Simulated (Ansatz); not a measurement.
**LaS (Fm-3m): from strained cells to moduli**

```xyz
2
Lattice="0.0000 2.9036 2.9036 2.9036 0.0000 2.9036 2.9036 2.9036 0.0000" Properties=species:S:1:pos:R:3 pbc="T T T"
La    0.0000    0.0000    0.0000
S     2.9036    2.9036    2.9036
```

Conventional cell: a = 5.807 Å, b = 5.807 Å, c = 5.807 Å, α = 90.00°, β = 90.00°, γ = 90.00°. Around La (atom 1) lie 6 S at 2.90 Å. Around S (atom 2) lie 6 La at 2.90 Å.

Level of theory, where no other is named: PBEsol, all-electron LAPW in Ansatz 0.2.0, scalar-relativistic. k mesh 14×14×14, Fermi-Dirac smearing of 0.100 eV, basis error target 0.5 meV/atom. The cell was relaxed by PAW under this functional.

The cell is cubic and carries a residual pressure of 0.03 GPa at this level. Each strain component that symmetry leaves independent is applied at ±0.005, the ions relax wherever a strain frees them, and the stress (tension positive, GPa) is read. Shears are engineering strains, γ = 2ε.

```csv
strain,size,σxx,σyy,σzz,σyz,σxz,σxy
xx,-0.005,-1.1570,-0.1556,-0.1556,0.0000,0.0000,0.0000
xx,+0.005,1.0261,0.0920,0.0920,0.0000,0.0000,0.0000
yz,-0.005,-0.0300,-0.0312,-0.0312,-0.1109,0.0000,0.0000
yz,+0.005,-0.0300,-0.0312,-0.0312,0.1109,0.0000,0.0000
```

A central difference gives one constant, for example C11 ≈ (1.0261 − (-1.1570))/(0.01) = 218.3 GPa; the program then imposes the crystal's symmetry on the whole matrix.

(1) What are the independent elastic constants?

(2) Do they meet the Born conditions?

(3) What moduli does a random aggregate of grains have?

(4) With the density of 5.799 g/cm³, how fast does sound travel, and what Debye temperature follows?

(5) How far do the constants move if PAW replaces LAPW in the same cell?

Results:

(1) C11 = 218.3, C12 = 24.8, C44 = 22.2 GPa.

(2) C11 − C12 = 193.6, C11 + 2C12 = 267.8 and C44 = 22.2 GPa must all be positive, so the crystal is elastically stable; that says nothing yet of its phonons.

(3) B = (C11 + 2C12)/3 = 89.3 GPa. G_V = (C11 − C12 + 3C44)/5 = 52.0 and G_R = 5(C11 − C12)C44/(4C44 + 3(C11 − C12)) = 32.1, so G_H = 42.0 GPa. Then E = 9BG/(3B + G) = 109.0 GPa, ν = (3B − 2G)/(6B + 2G) = 0.297 and B/G = 2.12, on the ductile side of Pugh's 1.75 (a rule of thumb).

(4) 

```json
{"direction": "[100]", "slow (m/s)": "1955", "middle (m/s)": "1955", "fast (m/s)": "6136"}
{"direction": "[110]", "slow (m/s)": "1955", "middle (m/s)": "4085", "fast (m/s)": "4978"}
{"direction": "[111]", "slow (m/s)": "3522", "middle (m/s)": "3522", "fast (m/s)": "4527"}
```

The mean of v⁻³ over directions and branches gives v_m = 2830 m/s and θ_D = (ħ/k_B) v_m (6π²n)^(1/3) = 290 K, n being atoms per volume. Young's modulus spans 61 to 213 GPa over directions, and the universal anisotropy index is 3.11.

(5) 

| constant | LAPW (GPa) | PAW (GPa) | difference |
| --- | --- | --- | --- |
| C11 | 218.3 | 218.1 | -0.2 |
| C12 | 24.8 | 24.7 | -0.1 |
| C44 | 22.2 | 22.2 | 0.0 |

Known limits: responses of metals move with mesh and smearing; the frozen-core PAW files of the compared runs were fitted under PBE, their cores solved anew for this functional.
